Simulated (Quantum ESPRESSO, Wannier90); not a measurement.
## Wannier functions of AlAs (zinc blende)

```xyz
2
Lattice="0.0000 2.8379 2.8379 2.8379 0.0000 2.8379 2.8379 2.8379 0.0000" Properties=species:S:1:pos:R:3 pbc="T T T"
Al     0.0000     0.0000     0.0000
As     1.4189     1.4189     1.4189
```

Cell from Materials Project (mp-2172), symmetrised, no further relaxation. COD (Crystallography Open Database) has an entry of this formula and space group (matched by these alone). Method: PBEsol plane waves in Quantum ESPRESSO 7.5 (PseudoDojo norm-conserving files, 68 Ry, no spin polarisation, no spin-orbit coupling), Bloch states on a 10×10×10 mesh through Γ, Wannier90 4.0.1. Density: 10×10×10 mesh, cold smearing 0.01 Ry. Spin-orbit coupling, left out, would split the p-like bands by a few tenths of an eV.

Bands 6-9 form an isolated set from -11.85 to 0.00 eV relative to the valence-band maximum (on the path) and are turned into 4 Wannier functions by minimising the spread from the start: s functions at the bond centres.

Task: Where do the functions sit, how wide are they and what are they made of?

Result: 
```tsv
functions	spread (Å²)	nearest atom, distance (Å)	second atom, distance (Å)	weight on atomic waves
4	2.10	As 0.84	Al 1.61	As 4p 48 %, Al 3p 22 %, As 4s 18 %
```

Ω_I = 7.74 Å², Ω_total = 8.38 Å²; the interpolated bands follow pw.x to 4.8 meV rms on the path. It is the lowest total spread that any start reached here.
